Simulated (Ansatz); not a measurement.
Kick test of a cell of MnOsC6N6

It was reached by relaxing an invented guess, and it needn't be the stable form of this composition.

Method: DFT PBE, scalar-relativistic, plane waves, PAW (Ansatz 0.2.0). Settings: cutoff 420 eV, Γ-centred mesh 6×6×6 on the computed 14-atom cell, Gaussian smearing of 0.02 eV; collinear spin from starting moments 2.2 0.2 0.0 0.0 0.0 0.0 0.0 0.0 0.0 0.0 0.0 0.0 0.0 0.0 μB.

The cell below (14 atoms, space group Fm-3m (No. 225)) is relaxed within its symmetry.

```
Mn Os C N
1.0
     0.00000    5.10409    5.10409
     5.10409    0.00000    5.10409
     5.10409    5.10409    0.00000
Mn Os C N
1 1 6 6
Direct
  0.50000 0.50000 0.50000
  0.00000 0.00000 0.00000
  0.80207 0.19793 0.19793
  0.19793 0.80207 0.19793
  0.19793 0.19793 0.80207
  0.19793 0.80207 0.80207
  0.80207 0.19793 0.80207
  0.80207 0.80207 0.19793
  0.68726 0.31274 0.31274
  0.31274 0.68726 0.31274
  0.31274 0.31274 0.68726
  0.31274 0.68726 0.68726
  0.68726 0.31274 0.68726
  0.68726 0.68726 0.31274
```

For the test it was strained at random (σ = 1.5 % a component), the atoms were moved at random (σ = 0.10 Å), and all was relaxed again on a coarse 2×2×2 mesh (in the run’s order of axes) with 0.10 eV smearing, with no symmetry imposed.

These runs have no spin–orbit coupling, which can matter for Os. Another magnetic order may lie lower.

Q: Does it come back?

A: It returns, within 1 meV/atom of the unmoved cell on that mesh and with the same symmetry when read at 0.1 Å (R-3m at 0.01 Å, so small strains and shifts remain). So it is stable against the distortions that fit this cell and that this random move excites. Modes that don't fit the cell aren't tested.
